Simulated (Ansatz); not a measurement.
Input and command of a plane-wave DFT calculation in Ansatz:

```yaml
crystal:
  lattice:
    - [0.0, 2.13154, 2.164]
    - [2.13154, 0.0, 2.164]
    - [2.13154, 2.13154, 0.0]
  atoms:
    - { symbol: Ti, position: [0.0, 0.0, 0.0] }
    - { symbol: C, position: [0.5, 0.5, 0.5] }
basis:
  ecutwfc: 500
kpoints:
  mp_grid: { grid: [18, 18, 18] }
hamiltonian:
  xc: r2scan
scf:
  occupations: { method: gaussian, width: 0.15 }
output:
  forces: true
  stress: true
  eigenvalues: true
```

```bash
ansatz run input.yaml --threads 1 --pin off --max-ram 2560MiB --backend cpu --events-out ev --progress --plain --runs-dir out
```

Processor: Intel(R) Xeon(R) Processor @ 2.70GHz, 1 thread, on a host shared with other jobs.

Task: How long does it run, and how much memory does it take?

Result: About 11 s on 1 thread of Intel(R) Xeon(R) Processor @ 2.70GHz, on a shared host, peak memory 0.51 GiB. It solves 12 bands at 480 k points (the mesh reduced by symmetry) with about 531 plane waves, in 7 SCF iterations.
